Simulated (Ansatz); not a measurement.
CaO:
```yaml
crystal:
  lattice:
    - [4.24191, 0.00000, 0.00000]
    - [0.00000, 4.24191, 0.00000]
    - [0.00000, 0.00000, 3.40002]
  atoms:
    - { symbol: Ca, position: [0.50000, 0.00000, 0.25041] }
    - { symbol: Ca, position: [0.00000, 0.50000, 0.74959] }
    - { symbol: O, position: [0.00000, 0.00000, 0.00000] }
    - { symbol: O, position: [0.50000, 0.50000, 0.00000] }
```

Relaxed with the program Ansatz at the PBE level (PAW). Indices refer to the conventional cell of P4/nmm, a = 4.2419 Å, b = 4.2419 Å, c = 3.4000 Å, α = 90.00°, β = 90.00°, γ = 90.00°.

Q: Simulate the powder diffraction pattern (Cu Kα, λ = 1.54184 Å; lines above 1 %) up to 2θ = 90°.

A: Simulated powder pattern, Cu Kα, λ = 1.54184 Å (kinematic, ideal powder, no thermal factors, no anomalous dispersion; the 30 strongest lines at most, above 1 %, up to 2θ = 90°):

| 2θ (°) | d (Å) | I/Imax (%) | hkl |
|---|---|---|---|
| 26.21 | 3.400 | 8.5 | (001) |
| 29.79 | 2.999 | 25 | (110) |
| 33.79 | 2.653 | 100 | (101) |
| 40.09 | 2.249 | 9.0 | (111) |
| 42.63 | 2.121 | 47 | (200) |
| 50.73 | 1.800 | 3.6 | (201) |
| 53.93 | 1.700 | 2.4 | (002) |
| 55.47 | 1.657 | 42 | (211) |
| 61.87 | 1.500 | 13 | (220) |
| 62.83 | 1.479 | 24 | (112) |
| 68.36 | 1.372 | 1.1 | (221) |
| 70.16 | 1.341 | 4.4 | (310) |
| 71.07 | 1.326 | 4.2 | (202) |
| 72.38 | 1.306 | 8.6 | (301) |
| 76.31 | 1.248 | 1.4 | (311) |
| 86.55 | 1.125 | 2.6 | (222) |
| 87.80 | 1.112 | 10 | (321) |
| 89.51 | 1.095 | 4.9 | (103) |

The start of the workflow was typed in or built on a structure type; neither database checked (COD, Materials Project) lists it. It is not the phase usual at ambient conditions (space group No. 225). Symmetry was held in the PBE relaxation; its stability against distortions is not shown here.

Potentials: the earlier of the program's two PAW sets.
